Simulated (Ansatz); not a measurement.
**BeZn3Te4: rattling a relaxed structure**

It was reached by relaxing an invented guess, and it needn't be the stable form of this composition.

All numbers below come from Ansatz, DFT PBE, scalar-relativistic, plane waves, PAW. Settings: cutoff 420 eV, Γ-centred mesh 6×6×6 on the computed 8-atom cell, Gaussian smearing of 0.02 eV; no spin polarisation.

The cell below (8 atoms, space group I-42m (No. 121)) is relaxed within its symmetry.

```cif
data_structure
_symmetry_space_group_name_H-M 'P 1'
_symmetry_Int_Tables_number 1
_cell_length_a 7.4005
_cell_length_b 7.4005
_cell_length_c 7.4005
_cell_angle_alpha 131.739
_cell_angle_beta 131.739
_cell_angle_gamma 70.641
_cell_volume 221.07
loop_
_atom_site_label
_atom_site_type_symbol
_atom_site_fract_x
_atom_site_fract_y
_atom_site_fract_z
_atom_site_occupancy
Be1 Be 0.00000 0.00000 0.00000 1
Zn1 Zn 0.25000 0.75000 0.50000 1
Zn2 Zn 0.75000 0.25000 0.50000 1
Zn3 Zn 0.50000 0.50000 0.00000 1
Te1 Te 0.64564 0.64564 0.52951 1
Te2 Te 0.11613 0.11613 0.47049 1
Te3 Te 0.88387 0.35436 0.00000 1
Te4 Te 0.35436 0.88387 0.00000 1
```

For the test it was strained at random (σ = 1.5 % a component), the atoms were moved at random (σ = 0.05 Å), and all was relaxed again on a coarse 4×4×4 mesh (in the run’s order of axes) with 0.10 eV smearing, with no symmetry imposed.

Spin–orbit coupling, which can matter for Te, is left out.

Question: Is the structure stable against such a distortion?

Answer: It returns, within 1 meV/atom of the unmoved cell on that mesh and with the same symmetry when read at 0.1 Å (Cm at 0.01 Å, so small strains and shifts remain). No instability shows in this cell; modes of other wave vectors, which need another repeat, aren't tested.
